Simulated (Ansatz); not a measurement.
## Mo: from a starting cell to a relaxed one

The start is a relaxed Mo cell, doubled along one cell vector, shaken by Gaussian noise of σ = 0.08 Å a coordinate. The cell and all atomic positions are relaxed at zero pressure with r2SCAN (plane waves to 500 eV, PAW, scalar-relativistic; Ansatz, a first-principles code). The first steps use a coarse 13×13×7 k-mesh.

Input geometry:
```
CELL_PARAMETERS angstrom
      2.75425     0.00000     0.00000
     -1.37713     2.38525     0.00000
      0.00000     0.00000     5.04446
ATOMIC_POSITIONS crystal
  Mo 0.96993 0.95301 0.26895
  Mo 0.98898 0.89769 0.76290
```

- Largest initial force: 0.64 eV/Å, on Mo1, Mo2 (atoms numbered as listed)
- Energy released: 0.91 eV/atom
- Volume change: -5.6 %, from 16.57 to 15.64 Å³/atom
- Relative to the parent: It does not go back: it reaches Im-3m (No. 229), bcc (W type), 0.92 eV/atom below the parent
- Shortest distances (start → end): The closest pairs of elements (up to four, under 3.6 Å), start → end: Mo–Mo 2.50 → 2.73 Å
- Band gap at the end: zero (metallic)
- Optimiser moves: 13

Final values are on a 21×21×21 k-mesh of the relaxed cell. No spin polarisation in the result.

The run could not lose the symmetry of its start.

Of the parent cell (P6/mmm (No. 191)): it is a generated cell of Mo: the first start was made by a random draw of sites in a space group, and the end was not matched to a known phase here, so it may be hypothetical. Known forms of Mo include space group No. 229.
